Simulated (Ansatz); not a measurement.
Here is the system:

SiC:
```
CELL_PARAMETERS angstrom
      3.07761     0.00000     0.00000
     -1.53880     2.66529     0.00000
      0.00000     0.00000    10.07629
ATOMIC_POSITIONS crystal
  Si 0.00000 0.00000 0.00030
  Si 0.00000 0.00000 0.50030
  Si 0.66667 0.33333 0.75025
  Si 0.33333 0.66667 0.25025
  C  0.00000 0.00000 0.81287
  C  0.00000 0.00000 0.31287
  C  0.66667 0.33333 0.56221
  C  0.33333 0.66667 0.06221
```

This is the r²SCAN-relaxed structure. Tensor components refer to the Cartesian frame of this cell.

Task: All from r²SCAN (plane waves, PAW; program Ansatz), unless another level is named. Give the electron effective mass.

Result: 0.28, 0.31, 0.54 mₑ (principal values).

Task: Predict the HSE06 gap on the r²SCAN cell.

Result: 3.14 eV.

Task: And the hole effective mass, band 2 of 2 at the edge?

Result: 0.30 along x, 1.6 along z (mₑ).

Task: Predict the smallest direct gap on the standard path.

Result: 3.78 eV.

Task: Give the weight of the valence-edge state by species (Voronoi cells).

Result: C 80 %, Si 20 %.

Task: Next, the conduction-band minimum?

Result: at M (3 equivalent valleys).

Space group P6_3mc (4H polytype). The cell was relaxed with r²SCAN under the symmetry of its start.

Potentials: the later of the program's two PAW sets.
